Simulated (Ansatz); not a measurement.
**Al: the functional and the phonons**

Al in the fcc lattice, relaxed with PBE.

```
CELL_PARAMETERS angstrom
0.00000 2.02127 2.02127
2.02127 0.00000 2.02127
2.02127 2.02127 0.00000
ATOMIC_POSITIONS crystal
Al 0.00000 0.00000 0.00000
```

Computed with Ansatz (plane-wave DFT, scalar-relativistic): PBE; Ansatz hand-made PAW at 900 eV; k mesh 8×8×8; Fermi–Dirac smearing of 0.1 eV; no spin. Harmonic phonons by finite displacements in cells commensurate with each q, in cm⁻¹; i marks an unstable mode.

Caveats: coarse k mesh.

At 16.52 Å³ an atom it gives lowest mode at X = [0.5, 0, 0.5] (cm⁻¹) 190; top mode at X = [0.5, 0, 0.5] (cm⁻¹) 337.

Q: Repeat with LDA in its relaxed cell, PBEsol in its relaxed cell, on the same kind of potentials and mesh. What changes?

A: 
```tsv
functional	cutoff (eV)	volume (Å³/atom)	lowest mode at X = [0.5, 0, 0.5] (cm⁻¹)	top mode at X = [0.5, 0, 0.5] (cm⁻¹)
LDA in its relaxed cell	900	15.83	197	346
PBEsol in its relaxed cell	900	16.22	199	344
```
